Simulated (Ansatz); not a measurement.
Ga₂Ge₄Pb₃O₁₄: O-17 nuclear quadrupole resonance

Cell: a computed structure from the Materials Project (it need not be an observed phase), atoms as given.

Space group P321 (No. 150); a = 8.5416, c = 5.0110 Å, γ = 120.00°.

| site | Wyckoff | site symmetry | x | y | z |
| --- | --- | --- | --- | --- | --- |
| Ga | 2d | 3.. | 0.6667 | 0.3333 | 0.4952 |
| Ge3 | 3f | .2. | 0.2454 | 0.0000 | 0.5000 |
| Ge4 | 1a | 32. | 0.0000 | 0.0000 | 0.0000 |
| Pb | 3e | .2. | 0.5791 | 0.0000 | 0.0000 |
| O10 | 2d | 3.. | 0.6667 | 0.3333 | 0.8526 |
| O11 | 6g | 1 | 0.5528 | 0.7146 | 0.6651 |
| O13 | 6g | 1 | 0.7924 | 0.9097 | 0.2326 |

One atom of each set is listed.

The numbers come from a DFT calculation in Ansatz (PBE, plane waves and PAW, scalar-relativistic, 420 eV cutoff, Γ-centred 3×3×5 k-points, Fermi–Dirac smearing 0.02 eV).

O-17: I = 5/2, Q = -25.58 mb (year-2017 value). Static lattice, zero field.

Sites with a gradient: O10 (2 atoms; 1 Ga at 1.79 Å; also 3 Pb at 2.66 Å); O11 (6 atoms; 1 Ge at 1.78 Å, 1 Ga at 1.89 Å, angle 127°; also 2 Pb at 2.75–2.87 Å); O13 (6 atoms; 2 Ge at 1.80–1.93 Å, angle 122°; also 1 Pb at 2.58 Å, 1 Ge at 2.84 Å).

Task: The simulated spectrum has lines at 0.491, 0.930, 0.982, 1.56, 1.66, 1.82, 3.37 MHz. Sort them into the sets that belong together, and say which site each set most likely comes from.

Result: For I = 5/2 and η = 0 the lines are 3|C_Q|/20 and twice that; η pulls their ratio below 2. At large η the states mix, and weaker lines appear at sums of the main ones; lines under 5 % of the strongest are left out. O10: 0.491, 0.982 MHz (|C_Q| = 3.27 MHz, η = 0.00). O11: 0.930, 1.66 MHz (|C_Q| = 5.63 MHz, η = 0.31). O13: 1.56, 1.82, 3.37 MHz (|C_Q| = 6.67 MHz, η = 0.82).

The sites follow from the calculation. An axis of threefold or higher order runs through O10, so V_zz lies along it and η is zero. At O11 V_zz runs parallel to the line that joins its two neighbours (within 12°). Like point charges on the first shell alone (each adding as 1/d³) would give another order (O10 < O13 < O11): the kind of neighbour, the covalent part of each bond and the atoms beyond the first shell count as well.

The run took 96 s of wall time (96 s of CPU time) and 0.79 GiB at its peak, on 1 thread of Arm Neoverse V1 (aarch64; 8 cores open to the job, memory cap 2.5 GiB, no GPU), a shared host with a load of 0.7 a core.
